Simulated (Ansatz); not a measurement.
Notes on Pt₂ClF

```
Cl Pt F
1.0
     7.15653    0.00000    0.00000
     0.00000    6.88856    0.00000
     0.00000    0.00000    5.38904
Cl Pt F
4 8 4
Direct
  0.02570 0.25000 0.63381
  0.47430 0.75000 0.13381
  0.52570 0.25000 0.86619
  0.97430 0.75000 0.36619
  0.18212 0.05092 0.09147
  0.31788 0.94908 0.59147
  0.68212 0.44908 0.40853
  0.81788 0.55092 0.90853
  0.81788 0.94908 0.90853
  0.68212 0.05092 0.40853
  0.31788 0.55092 0.59147
  0.18212 0.44908 0.09147
  0.38010 0.25000 0.36550
  0.11990 0.75000 0.86550
  0.88010 0.25000 0.13450
  0.61990 0.75000 0.63450
```

Level: r2SCAN, no spin polarisation; 500 eV; 5×5×6 Γ-centred mesh; fermi-dirac occupations (width 0.1 eV); Ansatz 0.2.0, fixed geometry.

Question: Is it stable against the elements?

Answer: 0.47 eV an atom against the elements' usual phases (free molecules for gases, crystals otherwise, with no correction for O₂ or N₂), so at this geometry it isn't bound against them. Relaxing would lower it.

Question: Which element gives electrons and which takes them?

Answer: Bader charges in e: Pt +0.50, Cl -0.36, F -0.63. In the mean Pt gives up most and F takes most.

Question: Is there a gap?

Answer: It is a metal on this mesh, though the bands barely overlap, with about 35 states/eV a cell as the mean within 0.25 eV of the Fermi level, mostly Pt d (81 %).

Question: What do density and ELF say about some of the short contacts?

Answer: Pt–F at 2.44 Å: least valence density 0.29 e/Å³ and ELF 0.10 there. Pt–Pt at 2.74 Å: least valence density 0.41 e/Å³ and ELF 0.38 there. Cl–F at 2.89 Å: least valence density 0.10 e/Å³ and ELF 0.03 there. These are pseudo-fields; inside the PAW spheres they differ from the all-electron ones.

Origin: a known structure type with other elements, at an estimated volume, so it need not be a known compound. Caveats: many states at the Fermi level without spin polarisation, so a magnetic state may lie lower.

Cost: 9.4 min on 1 thread of Arm Neoverse N1, on a shared host, peak memory 1.5 GiB (start from a saved density). The time holds forces, stress, Bader, DOS, ELF.
